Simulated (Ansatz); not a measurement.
CdS (rock salt, Fm-3m), r²SCAN in the plane-wave PAW code Ansatz: ε∞ = 7.77, cell volume 40.55 Å³. Infrared-active transverse modes:

| ω_TO (cm⁻¹) | oscillator strength S_xx (e²/amu) |
|---|---|
| 138.6 | 0.3358 |

### Question
Compute the static dielectric constant.

### Answer
Each mode adds (4.921e7/V) S/ω²: 21.20. So ε0 = 29.0.

### Question
What LO frequency does the Lyddane–Sachs–Teller relation give?

### Answer
ω_LO = ω_TO √(ε0/ε∞) = 268 cm⁻¹.

This is a known high-pressure phase of the composition, computed here at zero pressure and temperature. Symmetry was held in the r²SCAN relaxation; phonons on a q-mesh show no instability. Scalar-relativistic: spin–orbit coupling is off unless named, which matters more the heavier the elements.

Potentials: the later of the program's two PAW sets.
